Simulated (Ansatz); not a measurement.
**Ta under compression and expansion**

```
CELL_PARAMETERS angstrom
-1.65128 1.65128 1.65128
1.65128 -1.65128 1.65128
1.65128 1.65128 -1.65128
ATOMIC_POSITIONS crystal
Ta 0.00000 0.00000 0.00000
```

Conventional cell: a = 3.303 Å, b = 3.303 Å, c = 3.303 Å, α = 90.00°, β = 90.00°, γ = 90.00°. Ta (atom 1) has 8 Ta at 2.86 Å as nearest neighbours.

The cell comes from COD entry 1541266, which wasn't checked; take it as a given geometry.

No spin–orbit coupling, which matters for the heavy atoms here.

Levels of theory: DFT, PBEsol, all-electron LAPW, scalar-relativistic (Ansatz 0.2.0); DFT, PBEsol, PAW with Ansatz's default frozen-core files, scalar-relativistic (Ansatz 0.2.0).

For LAPW: a Γ-centred 17×17×17 k mesh, Fermi–Dirac smearing of 0.08 eV, basis error target 0.5 meV/atom, no spin polarisation. PAW takes a cutoff of 420 eV at this cell (files made with PBE, cores remade for this functional). The Ansatz runs share mesh, smearing and spin set-up. Plane-wave (PAW) pressures include the program's estimate of the Pulay term.

The cell above is scaled evenly, with fractional coordinates and shape held.

```csv
V/V(cell),V (Å³/atom),"P, LAPW (GPa)","P, PAW (GPa)","free energy over the lowest listed, PAW (meV/atom)"
0.9400,16.930,9.58,9.80,22.0
0.9405,16.939,9.45,9.67,21.4
0.9600,17.290,4.65,4.81,5.7
0.9700,17.470,2.36,2.50,1.6
0.9800,17.650,0.18,0.29,0.0
0.9900,17.830,-1.89,-1.80,0.9
1.0000,18.010,-3.87,-3.79,4.0
1.0100,18.190,-5.74,-5.69,9.3
1.0200,18.371,-7.53,-7.49,16.8
1.0300,18.551,-9.22,-9.20,26.2
1.0400,18.731,-10.84,-10.84,37.4
1.0600,19.091,?,?,?
```

Task: Fill in the row V/V(cell) = 1.0600.

Result: P, LAPW (GPa) = -13.84, P, PAW (GPa) = -13.86, free energy over the lowest listed, PAW (meV/atom) = 65.2.

Task: What do Birch–Murnaghan fits to the pressures give?

Result: LAPW: V0 = 17.67 Å³/atom, B0 = 207 GPa, B0′ = 3.9; PAW: V0 = 17.67 Å³/atom, B0 = 209 GPa, B0′ = 3.9.

PAW's V0 lies 0.05 % from the all-electron value and its B0 0.9 %. Symmetry fixes shape and coordinates here, so this is the relaxed modulus.
